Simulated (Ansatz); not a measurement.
MgO:
```
MgO
1.0
    3.25808     0.00000     0.00000
   -1.62904     2.82158     0.00000
    0.00000     0.00000    15.49679
Mg O
6 6
Direct
  0.33333   0.66667   0.64802
  0.33333   0.66667   0.97923
  0.00000   0.00000   0.81363
  0.00000   0.00000   0.48184
  0.00000   0.00000   0.14744
  0.66667   0.33333   0.31363
  0.33333   0.66667   0.85176
  0.33333   0.66667   0.52051
  0.00000   0.00000   0.01863
  0.00000   0.00000   0.68616
  0.00000   0.00000   0.35303
  0.66667   0.33333   0.18612
```

Relaxed with r²SCAN.

Task: Map the electron localisation function on the plane through (0.333, 0.667, 0.648) spanned by u = [0, 0, 1] and v = [1, -1, 0] in lattice vectors, from r²SCAN (plane waves, PAW; program Ansatz).

Result: x is the fraction of u, y of v (the angle between them is 90°; rows are the nearest grid lines); atoms in the plane: Mg at (0.00, 0.00), Mg at (0.33, 0.00), Mg at (0.17, 0.67), Mg at (0.83, 0.67), Mg at (0.50, 0.67), Mg at (0.67, 0.33), O at (0.20, 0.00), O at (0.87, 0.00), O at (0.37, 0.67), O at (0.04, 0.67).
```
|0310049927913022000000000000000597299030|
|1300049958913132000000000000000598599031|
|3300038989912340000000000011000499898033|
|0155103799710014630000000367630048986000|
|3797200147400269850000001589861001573003|
|8999401102102799970100001799981011031048|
|9999504410004999980330002899991143000069|
|9549522140016973990330004893791312300279|
|9559522140016974990330004894791312300179|
|9889513330005997980440003897991233100179|
|9999503310004999970210101799992143000169|
|8998401100003899860003400489982010000058|
|4654100000001466410399840001441000000014|
|2221000000000122100699950330010000000002|
|0000000000000000001788951332000000000000|
|0000000000000000001755952214000000000000|
|0000000000000000001754952214000000000000|
|0000000111000000001699950441000011110000|
|0000002454200000000599950220000035541000|
|0000004777510000000498730000000157764000|
|0000016898710000000276520000000279986000|
|3300038989912340000011000000000599898033|
|1300049958913132000000000000000598599031|
|0310049927913022000000000000000597299030|
```
Scale: ten equal steps from 0.013 (start of '0') to 0.834 (end of '9'), in the order '0123456789'; x runs from 0.000 to 1.00, y from 0.000 (bottom) to 1.00 (top).

The density is the valence pseudo-density with augmentation charge, so density and ELF within about 1 Å of a nucleus are not all-electron values.

Space group P3m1. The first step of the workflow began from a Materials Project structure, measured or hypothetical; the Crystallography Open Database copy checked does not list it. It is not the phase usual at ambient conditions (space group No. 225). The r²SCAN relaxation kept the symmetry of its start; whether a distortion lowers the energy is not shown.

Potentials: the earlier of the program's two PAW sets.
